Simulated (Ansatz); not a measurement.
## Is this MgCd3O4 structure a true minimum?

The cell was found from a structure generator's guess, not taken from experiment.

Computed with DFT PBE, scalar-relativistic, plane waves, PAW in Ansatz. Settings: cutoff 420 eV, Γ-centred mesh 8×8×12 on the computed 8-atom cell, Gaussian smearing of 0.10 eV; no spin polarisation.

The cell below (8 atoms, space group Cmmm (No. 65)) is relaxed within its symmetry.

```
Mg Cd O
1.0
     3.30017   -4.66780    0.00000
     3.30017    4.66780    0.00000
     0.00000    0.00000    3.28626
Mg Cd O
1 3 4
Direct
  0.50000 0.50000 0.50000
  0.00000 0.50000 0.00000
  0.00000 0.00000 0.50000
  0.50000 0.00000 0.00000
  0.73162 0.73162 0.00000
  0.73593 0.26407 0.50000
  0.26407 0.73593 0.50000
  0.26838 0.26838 0.00000
```

For the test it was strained at random (σ = 1.5 % a component), the atoms were moved at random (σ = 0.05 Å), and all was relaxed again on a coarse 6×4×4 mesh (in the run’s order of axes) with 0.20 eV smearing, with no symmetry imposed.

Question: What happens?

Answer: It returns, within 1 meV/atom of the unmoved cell on that mesh and with the same symmetry when read at 0.1 Å. No instability shows in this cell; modes of other wave vectors, which need another repeat, aren't tested.
